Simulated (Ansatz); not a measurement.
# Band table of RbIn (CsCl type)

```yaml
crystal:
  lattice:
    - [4.45288, 0.00000, 0.00000]
    - [0.00000, 4.45288, 0.00000]
    - [0.00000, 0.00000, 4.45288]
  atoms:
    - { symbol: Rb, position: [0.00000, 0.00000, 0.00000] }
    - { symbol: In, position: [0.50000, 0.50000, 0.50000] }
```

The cell comes from a relaxation on PAW files under the same functional, begun from a prototype that needn't be the stable phase.

All numbers are PBE results (scalar-relativistic) from Ansatz 0.2.0, with a Γ-centred 9×9×9 k mesh, Fermi–Dirac smearing of 0.05 eV, no spin polarisation. Methods: LAPW: all electrons, basis error target 0.5 meV/atom.

Path points, in fractions of the reciprocal vectors: Γ (0.000, 0.000, 0.000), X (0.000, 0.500, 0.000), M (0.500, 0.500, 0.000), R (0.500, 0.500, 0.500). The distance column jumps between branches of the path. Levels in eV from the Fermi level; bands 11 to 22, counted from the lowest band of the run. The gap is zero, the pressure -0.02 GPa.

```
# k(1/Å) point b11 b12 b13 b14 b15 b16 b17 b18 b19 b20 b21 b22
0.000 Γ -14.67 -14.67 -14.66 -14.66 -14.66 -11.72 -11.72 -11.72 -5.85 2.39 2.39 2.39
0.101 - -14.67 -14.67 -14.66 -14.66 -14.66 -11.73 -11.72 -11.72 -5.81 1.77 2.38 2.38
0.202 - -14.67 -14.66 -14.66 -14.66 -14.66 -11.77 -11.72 -11.72 -5.69 0.96 2.34 2.34
0.302 - -14.67 -14.66 -14.66 -14.66 -14.66 -11.81 -11.71 -11.71 -5.52 0.19 2.29 2.29
0.403 - -14.67 -14.66 -14.66 -14.66 -14.65 -11.86 -11.70 -11.70 -5.30 -0.51 2.24 2.24
0.504 - -14.67 -14.66 -14.66 -14.66 -14.65 -11.90 -11.70 -11.70 -5.06 -1.09 2.18 2.18
0.605 - -14.67 -14.67 -14.67 -14.66 -14.65 -11.93 -11.69 -11.69 -4.88 -1.49 2.14 2.14
0.706 X -14.67 -14.67 -14.67 -14.66 -14.64 -11.94 -11.69 -11.69 -4.80 -1.63 2.13 2.13
0.806 - -14.67 -14.67 -14.66 -14.66 -14.64 -11.94 -11.70 -11.69 -4.79 -1.58 1.94 2.17
0.907 - -14.67 -14.67 -14.66 -14.66 -14.64 -11.93 -11.73 -11.69 -4.76 -1.44 1.49 2.28
1.008 - -14.67 -14.66 -14.66 -14.66 -14.64 -11.92 -11.77 -11.69 -4.70 -1.21 0.98 2.46
1.109 - -14.67 -14.66 -14.66 -14.66 -14.64 -11.91 -11.82 -11.69 -4.64 -0.91 0.51 2.70
1.209 - -14.67 -14.66 -14.66 -14.66 -14.63 -11.90 -11.86 -11.68 -4.58 -0.59 0.13 2.64
1.310 - -14.67 -14.66 -14.66 -14.65 -14.63 -11.89 -11.88 -11.68 -4.54 -0.31 -0.10 2.25
1.411 M -14.67 -14.66 -14.66 -14.65 -14.63 -11.89 -11.89 -11.68 -4.52 -0.19 -0.19 2.09
1.554 - -14.67 -14.66 -14.66 -14.66 -14.63 -11.89 -11.88 -11.68 -4.56 -0.30 -0.13 2.40
1.696 - -14.67 -14.66 -14.66 -14.66 -14.64 -11.87 -11.86 -11.69 -4.69 -0.42 0.03 2.79
1.839 - -14.67 -14.66 -14.66 -14.66 -14.65 -11.84 -11.83 -11.69 -4.94 -0.27 0.31 2.51
1.981 - -14.66 -14.66 -14.66 -14.66 -14.65 -11.80 -11.79 -11.70 -5.25 0.20 0.70 2.37
2.124 - -14.66 -14.66 -14.66 -14.66 -14.66 -11.76 -11.75 -11.71 -5.55 0.91 1.19 2.34
2.266 - -14.67 -14.67 -14.66 -14.66 -14.66 -11.73 -11.73 -11.72 -5.77 1.76 1.80 2.37
2.409 Γ -14.67 -14.67 -14.66 -14.66 -14.66 -11.72 -11.72 -11.72 -5.85 2.39 2.39 2.39
2.583 - -14.67 -14.67 -14.66 -14.66 -14.66 -11.73 -11.73 -11.73 -5.73 1.77 1.80 1.80
2.758 - -14.66 -14.66 -14.66 -14.66 -14.66 -11.76 -11.75 -11.75 -5.43 0.98 1.22 1.22
2.933 - -14.66 -14.66 -14.66 -14.65 -14.65 -11.80 -11.77 -11.77 -5.02 0.53 0.72 0.72
3.107 - -14.67 -14.67 -14.66 -14.64 -14.64 -11.83 -11.80 -11.80 -4.62 0.27 0.27 0.43
3.282 - -14.67 -14.67 -14.67 -14.64 -14.64 -11.84 -11.82 -11.82 -4.23 -0.10 -0.10 0.30
3.456 - -14.68 -14.68 -14.67 -14.63 -14.63 -11.84 -11.84 -11.84 -3.88 -0.35 -0.35 -0.16
3.631 R -14.68 -14.68 -14.68 -14.63 -14.63 -11.84 -11.84 -11.84 -3.72 -0.44 -0.44 -0.44
3.773 - -14.68 -14.68 -14.68 -14.63 -14.63 -11.85 -11.84 -11.83 -3.83 -0.42 -0.36 -0.22
3.916 - -14.68 -14.67 -14.67 -14.64 -14.63 -11.86 -11.83 -11.81 -4.09 -0.42 -0.14 0.31
4.058 - -14.67 -14.67 -14.67 -14.64 -14.64 -11.88 -11.80 -11.78 -4.35 -0.57 0.24 0.96
4.201 - -14.67 -14.67 -14.66 -14.65 -14.64 -11.90 -11.77 -11.75 -4.56 -0.89 0.74 1.52
4.343 - -14.67 -14.67 -14.66 -14.66 -14.64 -11.93 -11.73 -11.72 -4.70 -1.26 1.32 1.89
4.486 - -14.67 -14.67 -14.66 -14.66 -14.64 -11.94 -11.70 -11.70 -4.78 -1.53 1.87 2.07
4.629 X -14.67 -14.67 -14.67 -14.66 -14.64 -11.94 -11.69 -11.69 -4.80 -1.63 2.13 2.13
5.626 R -14.68 -14.68 -14.68 -14.63 -14.63 -11.84 -11.84 -11.84 -3.72 -0.44 -0.44 -0.44
5.727 - -14.68 -14.68 -14.68 -14.63 -14.63 -11.84 -11.84 -11.83 -3.78 -0.43 -0.43 -0.31
5.828 - -14.68 -14.67 -14.67 -14.64 -14.63 -11.85 -11.85 -11.81 -3.93 -0.39 -0.39 0.08
5.929 - -14.67 -14.67 -14.67 -14.64 -14.63 -11.86 -11.86 -11.78 -4.11 -0.34 -0.34 0.65
6.029 - -14.67 -14.67 -14.67 -14.65 -14.63 -11.87 -11.87 -11.74 -4.28 -0.28 -0.28 1.35
6.130 - -14.67 -14.67 -14.67 -14.65 -14.63 -11.88 -11.88 -11.71 -4.41 -0.23 -0.23 2.13
6.231 - -14.67 -14.66 -14.66 -14.65 -14.63 -11.89 -11.89 -11.69 -4.49 -0.20 -0.20 2.17
6.332 M -14.67 -14.66 -14.66 -14.65 -14.63 -11.89 -11.89 -11.68 -4.52 -0.19 -0.19 2.09
```
